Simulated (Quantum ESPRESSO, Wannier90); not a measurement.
## Tight-binding from DFT: MgS (zinc blende)

```
begin unit_cell_cart
ang
    0.0000000000    2.8331200000    2.8331200000
    2.8331200000    0.0000000000    2.8331200000
    2.8331200000    2.8331200000    0.0000000000
end unit_cell_cart
begin atoms_frac
Mg   0.0000000000  0.0000000000  0.0000000000
S    0.2500000000  0.2500000000  0.2500000000
end atoms_frac
```

Cell from Materials Project (mp-13032), symmetrised, no further relaxation. Not found in the COD (Crystallography Open Database) copy used, which has the formula in other groups; not checked further. Level: PBEsol, no spin polarisation, no spin-orbit coupling; pw.x of Quantum ESPRESSO at 68 Ry with PseudoDojo potentials, 10×10×10 k-points, Wannier90. Density: 10×10×10 mesh, cold smearing 0.01 Ry.

Band 5 is isolated and gives one Wannier function a cell (S2 3s 89 %, Mg1 3s 10 %; spread 1.12 Å²). Its on-site energy is ε = -10.587 eV relative to the valence-band maximum, and its hoppings t(R) = t(−R) to the nearer images are (images within this range that aren't listed have |t| under 5 meV):

```json
[
 {"R (lattice vectors; −R alike)": "0 0 1", "distance (Å)": "4.01", "t (eV)": "-0.060"},
 {"R (lattice vectors; −R alike)": "0 1 -1", "distance (Å)": "4.01", "t (eV)": "-0.060"},
 {"R (lattice vectors; −R alike)": "0 1 0", "distance (Å)": "4.01", "t (eV)": "-0.060"},
 {"R (lattice vectors; −R alike)": "1 -1 0", "distance (Å)": "4.01", "t (eV)": "-0.060"},
 {"R (lattice vectors; −R alike)": "1 0 -1", "distance (Å)": "4.01", "t (eV)": "-0.060"},
 {"R (lattice vectors; −R alike)": "1 0 0", "distance (Å)": "4.01", "t (eV)": "-0.060"}
]
```

**Question.** Work out the band energy at Γ, X, U, K from these numbers.

**Answer.** For one orbital E(k) = ε + Σ_R 2 t(R) cos(2π k·R), the sum over the listed R.
- Γ, k = (0.000, 0.000, 0.000): E = -10.587 + (-0.060)·(12.00) = -11.31 eV; pw.x: -11.27 eV
- X, k = (-0.500, -0.500, 0.000): E = -10.587 + (-0.060)·(-4.00) = -10.35 eV; pw.x: -10.35 eV
- U, k = (-0.375, -0.375, 0.250): E = -10.587 + (-0.060)·(-3.66) = -10.37 eV; pw.x: -10.36 eV
- K, k = (-0.375, 0.000, 0.375): E = -10.587 + (-0.060)·(-3.66) = -10.37 eV; pw.x: -10.36 eV

At these points the listed shells miss the plane-wave band by up to 0.04 eV, of a width of 0.93 eV on the path. With all its hoppings the model misses the band by 0.1 meV at worst on the whole path, so most of the miss comes from the hoppings not listed.
